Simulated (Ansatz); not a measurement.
Computed with DFT PBE, scalar-relativistic, plane waves, PAW (Ansatz 0.2.0). Settings: cutoff 420 eV, Γ-centred meshes spaced at most about 0.3 Å⁻¹, and about 0.25 Å⁻¹ or finer for metals (2π included), Gaussian smearing. Collinear spin in cells that started with moments and kept them past the coarse steps, no spin elsewhere.

These are static total energies at zero pressure. Lower structures may exist.

Task: Which of these relaxed structures of FeNi₂ is the lowest in energy?
A.

Space group Fm-3m (No. 225). a = 5.414 Å, b = 5.414 Å, c = 5.414 Å, α = 90.00°, β = 90.00°, γ = 90.00°
| atom | site | symmetry | x | y | z |
| --- | --- | --- | --- | --- | --- |
| Fe | 4a | m-3m | 0.0000 | 0.0000 | 0.0000 |
| Ni | 8c | -43m | 0.2500 | 0.7500 | 0.7500 |

B.

Space group P4/mmm (No. 123). a = 3.858 Å, b = 3.858 Å, c = 2.731 Å, α = 90.00°, β = 90.00°, γ = 90.00°
| atom | site | symmetry | x | y | z |
| --- | --- | --- | --- | --- | --- |
| Fe | 1d | 4/mmm | 0.5000 | 0.5000 | 0.5000 |
| Ni | 2f | mmm. | 0.0000 | 0.5000 | 0.0000 |

C.

Space group Fd-3m:1 (No. 227). a = 6.556 Å, b = 6.556 Å, c = 6.556 Å, α = 90.00°, β = 90.00°, γ = 90.00°
```tsv
atom	site	symmetry	x	y	z
Fe	8a	-43m	0.2500	0.2500	0.2500
Ni	16d	.-3m	0.3750	0.8750	0.1250
```

Result: C. It has the cubic Laves (C15) type, space group Fd-3m (No. 227); the next, A, with the fluorite type, space group Fm-3m (No. 225), lies 270 meV/atom higher. Largest moments: C 3.0 μB, A 2.7 μB, B 2.8 μB. Counting all near atoms (those within 1.25 times the shortest distance at each site; a plus sign parts nearer from farther groups), the lowest has Fe 16, Ni 6+6 and the next has Fe 8, Ni 4+6. Even the lowest lies +0.11 eV/atom against the elements.

Another magnetic order may lie lower. The Fd-3m cell at 11.7 Å³/atom was relaxed from a Materials Project cell. Cells relaxed within their symmetry can be saddle points. Some types were kept out of the candidates beforehand, so the set may lack a known form.
